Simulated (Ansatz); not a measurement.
**Zr2TeBr6: reading a single point**

```
Te Zr Br
1.0
     0.00000    7.03449    0.00000
     7.03449    0.00000    0.00000
     3.51724    3.51724   -4.97418
Te Zr Br
1 2 6
Direct
  0.00000 0.00000 0.00000
  0.25000 0.75000 0.50000
  0.75000 0.25000 0.50000
  0.25000 0.25000 0.50000
  0.75000 0.75000 0.50000
  0.25100 0.25100 0.00000
  0.25100 0.74900 0.00000
  0.74900 0.74900 0.00000
  0.74900 0.25100 0.00000
```

Single point in Ansatz 0.2.0 with PBE, no spin polarisation. Cutoff 420 eV, PAW datasets, 7×7×7 Γ-centred k mesh, fermi-dirac filling (width 0.1 eV).

Stress: The pressure is 7.8 GPa (compression positive), so with the atoms held at these fractions the cell would first expand; the forces are large, so a full relaxation may end otherwise.
Forces: The largest is on Br4 (and as large on other atoms): 2.94 eV/Å, components (0.00, 0.00, 2.94). It makes 180° with the line to a nearest neighbour, Te1 at 2.49 Å, pointing away from it.
Charges: Bader charges in e: Zr +1.16, Te +1.43, Br -0.63. In the mean Te gives up most and Br takes most.
Contacts: Te–Br at 2.49 Å: least valence density 0.60 e/Å³ and ELF 0.51 there. Zr–Br at 3.52 Å: least valence density 0.09 e/Å³ and ELF 0.13 there. Both are smooth PAW fields, read partly inside the augmentation spheres.
Electronic structure: It is a metal, with about 19 states/eV a cell as the mean within 0.25 eV of the Fermi level, mostly Zr d (77 %).

Origin: a known structure type with other elements, at an estimated volume, so it need not be a known compound. Caveats: many states at the Fermi level without spin polarisation, so a magnetic state may lie lower; atoms or cell far from equilibrium.
